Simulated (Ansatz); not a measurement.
Polymorphs of Mg, each relaxed with DFT-r²SCAN in the program Ansatz with PAW potentials:

A: dhcp (α-La type) (P6_3/mmc)
a = b = 3.1925 Å, c = 10.2519 Å, α = β = 90.00°, γ = 120.00°

```json
[
 {"atom": "Mg", "site": "2a", "symmetry": "-3m.", "x": "0.0000", "y": "0.0000", "z": "0.0000"},
 {"atom": "Mg", "site": "2c", "symmetry": "-6m2", "x": "0.3333", "y": "0.6667", "z": "0.2500"}
]
```

B: 9R (Sm type) (R-3m)
a = b = 3.188 Å, c = 23.130 Å, α = β = 90.00°, γ = 120.00°

```
atom  site  symmetry       x       y       z
----  ----  --------  ------  ------  ------
Mg      3a       -3m  0.0000  0.0000  0.0000
Mg      6c        3m  0.0000  0.0000  0.2220
```

Order them by energy per atom at 0 K (lowest first) at the level r²SCAN.

B (+0 meV/atom), A (+5 meV/atom)

Not the usual ambient phase: A; B. All cells were relaxed under the symmetry of their starts (and spin orders); stability against distortions was not tested throughout.

Energies hold the estimated change up to a 700 eV cutoff; steps of a few meV lie near the error of the meshes.

Potentials: the later of the program's two PAW sets.
